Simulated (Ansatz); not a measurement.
Given:

AlIr:
```
CELL_PARAMETERS angstrom
      1.42186    -4.81281     0.00000
      1.42186     4.81281     0.00000
      0.00000     0.00000     4.17535
ATOMIC_POSITIONS crystal
  Al 0.58599 0.41401 0.25000
  Ir 0.84897 0.15103 0.25000
  Al 0.41401 0.58599 0.75000
  Ir 0.15103 0.84897 0.75000
```

This is the PBE-relaxed structure.

### Question
All from DFT-PBE in the program Ansatz with PAW potentials, unless another level is named. Estimate the formation energy from the elements (no fitted shifts).

### Answer
-0.63 eV/atom.

### Question
Predict the density of states at the Fermi level.

### Answer
0.38 states/eV per atom (mean over ±0.08 eV).

Space group Cmcm. The start of the workflow was typed in or built on a structure type; neither database checked (COD, Materials Project) lists it. Its standing as an ambient phase is unchecked. Symmetry was held in the PBE relaxation; its stability against distortions is not shown here. No spin polarisation was allowed. The references are the lowest solids computed at this level, not always the standard phases. Spin–orbit coupling is left out wherever it is not named.

Potentials: the earlier of the program's two PAW sets.
